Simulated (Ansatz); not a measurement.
Sb (fcc): energy against volume

Method: DFT, PBEsol, plane waves (420 eV) with PAW, scalar-relativistic (Ansatz). The PAW files were generated under PBE, with cores re-solved for the functional.

The cell is scaled uniformly from the relaxed one, with fractional coordinates and shape fixed. Energies are extrapolated to zero smearing, pressures are those at the given smearing. Magnetic state: spin not included.

A Birch-Murnaghan fit gives V₀ = 26.16 Å³/atom, B₀ = 66 GPa, B₀′ = 4.4.

Question: What are the energy above the minimum and the pressure at 23.024 Å³/atom?

Answer: 98.2 meV/atom and 11.48 GPa as computed.

Question: What are the energy above the minimum and the pressure at 24.070 Å³/atom?

Answer: 40.1 meV/atom and 6.75 GPa as computed.

Question: What are the energy above the minimum and the pressure at 29.303 Å³/atom?

Answer: 63.5 meV/atom and -5.79 GPa as computed.
